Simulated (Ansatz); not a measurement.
Bi2Se3: from a starting cell to a relaxed one

The start is a randomly generated symmetric cell of Bi2Se3 (space group No. 71). Cell shape, volume and atoms are optimised at zero target pressure with PBE (plane waves to 420 eV, PAW, scalar-relativistic; Ansatz, a quantum-chemistry and plane-wave program). First-step values are on the input's coarse k-mesh.

Ansatz input (later rounds restart from its end on a renewed k-mesh):
Ansatz 0.2 input:
```yaml
crystal:
  lattice:
    - [-2.7403696, 3.6488298, 3.7220126]
    - [2.7403696, -3.6488298, 3.7220126]
    - [2.7403696, 3.6488298, -3.7220126]
  atoms:
    - { symbol: Bi, position: [0.5, 0.5, 0] }
    - { symbol: Bi, position: [0, 0.5, 0.5] }
    - { symbol: Se, position: [0.88577786, 0, 0.88577786] }
    - { symbol: Se, position: [0.11422214, 0, 0.11422214] }
    - { symbol: Se, position: [0.5, 0, 0.5] }
basis: { ecutwfc: 420, ecutrho_ratio: 4, xc_grid: 2, fft_grid_basis: typed }
kpoints: { mp_grid: { grid: [5, 5, 5] } }
hamiltonian:
  xc: pbe
  dispersion: none
  pseudopotentials: { azcp: { folder: ./paw }, kind: paw }
scf: { occupations: { method: fermi_dirac, width: 0.05 } }
relax: { f_tol: 0.01, max_steps: 100, cell: { stress_tol: 0.02 } }
output: { forces: true, stress: true }
```

- Shortest distances (start → end) = The closest pairs of elements (up to four, under 3.6 Å), start → end: Se–Se 1.67 → 2.48 Å; Bi–Se 2.74 → 2.92 Å
- Optimiser moves = 17

It ends as:

Space group I4/mmm (No. 139); a = b = 5.838 Å, c = 8.750 Å, α = β = γ = 90.00°

```tsv
atom	site	symmetry	x	y	z
Bi	4c	mmm.	0.0000	0.5000	0.0000
Se	4e	4mm	0.0000	0.0000	0.1418
Se	2b	4/mmm	0.0000	0.0000	0.5000
```
(The calculation used a cell of 5 atoms; values per cell refer to that cell.)

Final values are on a 11×11×11 k-mesh of the relaxed cell. The start holds a very short contact (Se–Se 1.67 Å). The relaxed cell holds bonded Se–Se pairs (2.48 Å). No spin polarisation in the result.

The run could not lose the symmetry of its start, so the end can be a saddle point.

The relaxed structure here is a generated cell of Bi2Se3: the first start was made by a random draw of sites in a space group, and the end was not matched to a known phase here, so it may be hypothetical. Known forms of Bi2Se3 include space group No. 166.
